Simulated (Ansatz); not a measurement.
## Cu₃Sb: computed property card

Cu₃Sb:
```xyz
4
Lattice="4.4783 0.0000 0.0000 -2.2391 3.8783 0.0000 0.0000 0.0000 4.8897" Properties=species:S:1:pos:R:3 pbc="T T T"
Sb     0.0000     0.0000     0.0000
Cu     0.0000     0.0000     2.4449
Cu     0.0000     2.5855     0.0000
Cu     2.2391     1.2928     0.0000
```

Space group P6/mmm (No. 191); conventional cell a = 4.478 Å, b = 4.478 Å, c = 4.890 Å, α = 90.00°, β = 90.00°, γ = 120.00°.

Method: the program Ansatz at the r²SCAN level (PAW). Structure relaxed to zero pressure with the same functional. Other levels are named where they apply.

### Cell and energy

```json
{
  "volume_per_atom": "21.23 Å³",
  "density": "6.11 g/cm³",
  "Formation energy from the elements (no fitted shifts)": "0.45 eV/atom"
}
```

### Electronic structure

```json
{
  "electronic_character": "metallic (no gap)",
  "Density of states at the Fermi level": "0.15 states/eV per atom (mean over ±0.08 eV)",
  "Gap with spin–orbit coupling": "none (metallic)"
}
```

### Mechanics

```json
{
  "Bulk modulus (Birch–Murnaghan fit)": "66.4 GPa",
  "Pressure derivative B′": "5.3"
}
```

### Charges

```json
{
  "bader_charges": "Sb -0.29, Cu +0.07 to +0.14 e"
}
```

The start of the workflow was typed in or built on a structure type; neither database checked (COD, Materials Project) lists it. Its standing as an ambient phase is unchecked. Symmetry was held in the r²SCAN relaxation; its stability against distortions is not shown here. No spin polarisation was allowed. Its formation energy is positive at this level, so the cell may be metastable or incomplete. The references are the lowest solids computed at this level, not always the standard phases. Spin–orbit coupling is left out wherever it is not named.

Potentials: the later of the program's two PAW sets.
